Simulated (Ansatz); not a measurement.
Task: BeS (wurtzite, P6_3mc) is relaxed with DFT-r²SCAN in the program Ansatz with PAW potentials. What lattice parameters of the conventional cell result?

Result: a = 3.434 Å, c = 5.661 Å.

Task: Give the free coordinates with the occupied sites.

Result: In one choice of origin and axes:

```csv
atom,site,symmetry,x,y,z
Be,2b,3m.,0.6667,0.3333,0.4995
S,2b,3m.,0.6667,0.3333,0.1255
```

Task: Is it a metal or does it have a gap at this level?

Result: A gap of 4.09 eV, indirect.

The start of the workflow was typed in or built on a structure type; neither database checked (COD, Materials Project) lists it. COD files the formula under space group No. 216, so this cell is another polymorph or a model. Whether it is the stable phase at ambient conditions was not checked. The r²SCAN relaxation kept the symmetry of its start; whether a distortion lowers the energy is not shown.

Potentials: the earlier of the program's two PAW sets.
